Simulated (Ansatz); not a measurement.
B₂Ru in space group P6/mmm (No. 191; Ru on 1a, B on 2d), PBE (plane waves, PAW; program Ansatz), all energies at zero smearing, with the estimated change up to a 700 eV cutoff added, with one set of potentials and settings (totals compare only within such a set). Cell of 3 atoms (1 Ru, 2 B): -6190.121 eV.

```
element                reference phase  E (eV/atom)
-------  -----------------------------  -----------
Ru       P6_3/mmc, 2 atoms in the cell   -5878.7331
B           R-3m, 12 atoms in the cell    -155.9170
```

Formation energy per atom, worked out: (-6190.121 − 1×(-5878.7331) − 2×(-155.9170))/3 = 0.149 eV/atom (14 kJ per mol of atoms), at 0 K, without zero-point energy or fitted corrections.

A made-up cell: these elements were put on the sites of a structure type; neither database checked (COD, Materials Project) lists it. COD files the formula under space group No. 59. Whether it is the stable phase at ambient conditions was not checked. The PBE relaxation kept the symmetry of its start; whether a distortion lowers the energy is not shown. No spin polarisation was allowed. The references are the lowest solids computed at this level, not always the standard phases.

Potentials: the earlier of the program's two PAW sets.
